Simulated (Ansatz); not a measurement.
TeSeO$_{4}$:
```
TeSeO4
1.0
   -3.37209     6.27980     2.23018
    3.37209    -6.27980     2.23018
    3.37209     6.27980    -2.23018
Te Se O
2 2 8
Direct
  0.86372   0.75303   0.61070
  0.14233   0.25303   0.38930
  0.38756   0.00985   0.87771
  0.13215   0.50985   0.12229
  0.18739   0.14015   0.54724
  0.59290   0.64015   0.45276
  0.85641   0.06136   0.92159
  0.13977   0.93482   0.07841
  0.85641   0.43482   0.29505
  0.13977   0.56136   0.70495
  0.32359   0.07800   0.74559
  0.33241   0.57800   0.25441
```

Relaxed with r²SCAN. Special points in fractions of this cell's reciprocal vectors: Γ (0.000, 0.000, 0.000); X (0.500, -0.500, 0.500); F0 (0.322, -0.322, 0.678); Σ0 (-0.322, 0.322, 0.322); Λ0 (0.282, 0.282, -0.282); G0 (0.718, -0.282, 0.282); R (0.000, 0.500, 0.000); W (0.250, 0.250, 0.250); S (0.500, 0.000, 0.000); T (0.000, 0.000, 0.500).

**Question.** List the band energies nearest the valence-band maximum at these points for r²SCAN in the plane-wave PAW code Ansatz.

**Answer.** In eV from the valence-band maximum; about four levels below and three above (degenerate sets whole), none deeper than 8.9 eV; points with the same levels are listed once.

| k | below | above |
|---|---|---|
| Γ | -1.41 -1.33 -1.08 -0.55 | 4.09 4.26 4.63 |
| X | -1.34 -1.33 -1.26 -0.46 | 4.13 4.13 4.46 |
| F0 | -1.37 -1.29 -1.05 -0.26 | 3.88 4.13 4.19 |
| Λ0 | -1.37 -1.34 -1.07 -0.10 | 4.27 4.28 4.97 |
| R | -1.01 -1.01 -0.20 -0.20 | 3.55 3.55 4.51 4.51 |
| W | -1.04 -1.04 -0.17 -0.17 | 3.51 3.51 4.56 4.56 |
| S | -1.36 -1.22 -1.01 -0.07 | 4.10 4.50 5.02 |
| T | -1.46 -1.46 -1.42 -0.71 -0.26 | 3.78 3.97 4.26 |

Space group Ima2. The workflow started from a Materials Project entry (that database holds measured and hypothetical structures alike); the Crystallography Open Database copy checked does not list it. COD files the formula under space group No. 1. Whether it is the stable phase at ambient conditions was not checked. The r²SCAN relaxation kept the symmetry of its start; whether a distortion lowers the energy is not shown. Spin–orbit coupling is left out wherever it is not named.

Potentials: the later of the program's two PAW sets.
